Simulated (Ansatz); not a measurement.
Relaxing a structure of TiC

The start is a generated cell, TiC placed in the AFLOW prototype AB_tP2_123_a_d (L1_0, as in CuAu). The cell and all atomic positions are relaxed at zero pressure with PBEsol (plane waves to 420 eV, PAW, scalar-relativistic; Ansatz, a first-principles code). The first steps use a coarse 9×9×7 k-mesh.

Input geometry:
```
TiC
1.0
    2.51742     0.00000     0.00000
    0.00000     2.51742     0.00000
    0.00000     0.00000     3.29962
Ti C
1 1
Direct
  0.50000   0.50000   0.50000
  0.00000   0.00000   0.00000
```

Q: By how much does the energy per atom fall from start to end?

A: 0.20 eV/atom.

Q: How do the shortest distances between atoms change?

A: The closest pairs of elements (up to four, under 3.6 Å), start → end: C–Ti 2.43 → 2.33 Å; Ti–Ti 2.52 → 2.57 Å; C–C 2.52 → 2.57 Å.

Q: Is the relaxed structure metallic? Give its gap.

A: No gap (metallic).

Q: What does it relax into? Give the structure.

A: 
Space group P4/mmm (No. 123); a = b = 2.572 Å, c = 2.898 Å, α = β = γ = 90.00°

```json
[
 {"atom": "Ti", "site": "1d", "symmetry": "4/mmm", "x": "0.5000", "y": "0.5000", "z": "0.5000"},
 {"atom": "C", "site": "1a", "symmetry": "4/mmm", "x": "0.0000", "y": "0.0000", "z": "0.0000"}
]
```

The space group stays P4/mmm (No. 123) (the run could not lower it), with 2 atoms in the primitive cell. Final values are on a 18×18×16 k-mesh of the relaxed cell. No spin polarisation in the result.

The run could not lose the symmetry of its start, so the end can be a saddle point.

All atoms sit on sites fixed by symmetry, so only the cell could relax.

The relaxed structure here is a generated cell of TiC: the first start was made by placing the elements on the sites of a structure type, and the end was not matched to a known phase here, so it may be hypothetical. Known forms of TiC include space group No. 225.
